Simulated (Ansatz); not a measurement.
CoW3: a sublattice moved along a line

The calculation used DFT PBEsol, scalar-relativistic, plane waves, PAW (Ansatz 0.2.0). Cutoff 420 eV, Γ-centred 12×12×12 k-points, Gaussian smearing of 0.15 eV. Spin–orbit coupling is left out, which matters for the heavy elements here. No spin polarisation. A magnetic state may lie lower. Energies are free energies at this smearing, counted from the undisturbed cell; pressure is positive in compression.

The starting cell (relaxed at this level; it needn't be the usual structure):

```yaml
crystal:
  lattice:
    - [3.85824, 0.00000, 0.00000]
    - [0.00000, 3.85824, 0.00000]
    - [0.00000, 0.00000, 3.85824]
  atoms:
    - { symbol: Co, position: [0.00000, 0.00000, 0.00000] }
    - { symbol: W, position: [0.00000, 0.50000, 0.50000] }
    - { symbol: W, position: [0.50000, 0.00000, 0.50000] }
    - { symbol: W, position: [0.50000, 0.50000, 0.00000] }
```

Every Co atom is moved by x along the Cartesian unit vector (0.000, 0.000, 1.000); the cell and all other atoms stay fixed. The cell is metallic on the mesh throughout.

```csv
x (Å),ΔE (meV/cell)
-0.5000,845.6
-0.2500,230.9
0.0000,0.0
0.0625,15.1
0.1250,59.7
0.1875,132.4
0.3125,353.2
0.3750,496.5
0.4375,659.5
```

Predict the force along x on the moved atoms (eV/Å) at each point.

| x (Å) | force along x on the moved atoms (eV/Å) |
| --- | --- |
| -0.5000 | 3.20 |
| -0.2500 | 1.77 |
| 0.0000 | 0.00 |
| 0.0625 | -0.48 |
| 0.1250 | -0.94 |
| 0.1875 | -1.38 |
| 0.3125 | -2.13 |
| 0.3750 | -2.45 |
| 0.4375 | -2.78 |

Cost: 9 runs of about 2 core-minutes in all, on Intel Xeon 6975P-C (Granite Rapids) (shared hosts).